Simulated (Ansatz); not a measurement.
Relaxed MgS (rock salt):

```
MgS
1.0
    0.00000     2.60157     2.60157
    2.60157     0.00000     2.60157
    2.60157     2.60157     0.00000
S Mg
1 1
Cartesian
  0.00000   0.00000   0.00000
  2.60157   2.60157   2.60157
```

Calculation: r2SCAN (plane waves to 500 eV, PAW, scalar-relativistic; Ansatz, a first-principles code). k mesh 9×9×9 (Γ-centred), Fermi-Dirac smearing 0.05 eV. MgS was relaxed with its symmetry unable to fall.

One atom of the cell was then moved (with its periodic images), all else fixed, and the forces (eV/Å) came out as:

| atom | Fx | Fy | Fz |
|---|---|---|---|
| S1 | 0.000 | -1.437 | 0.000 |
| Mg2 | 0.000 | 1.437 | 0.000 |

With two atoms only their relative shift counts; take S1 as fixed.

Task: Which atom was moved, and by which vector (Å)?

Result: Mg2, by (0.00, -0.31, 0.00), 0.31 Å in all.

(For displaced atoms, the force is minus the slope of the energy, and its curvature is a force constant, which sets phonon frequencies.)
